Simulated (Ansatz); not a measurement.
Data:

InP:
```xyz
2
Lattice="0.0000 2.9508 2.9508 2.9508 0.0000 2.9508 2.9508 2.9508 0.0000" Properties=species:S:1:pos:R:3 pbc="T T T"
P      4.4262     4.4262     4.4262
In     0.0000     0.0000     0.0000
```

This is the HSE06-relaxed structure.

**Question.** All from the program Ansatz at the HSE06 level (PAW), unless another level is named. Predict the band gap.

**Answer.** 1.38 eV (direct).

**Question.** Give the valence-band maximum.

**Answer.** at Γ.

Space group F-43m (zinc blende). The cell was relaxed with HSE06 under the symmetry of its start. The hybrid was solved on a coarse mesh, the path and, where they were found, the r²SCAN edge points; its band edges are the extreme levels among these. Spin–orbit coupling is left out wherever it is not named.

Potentials: the later of the program's two PAW sets.
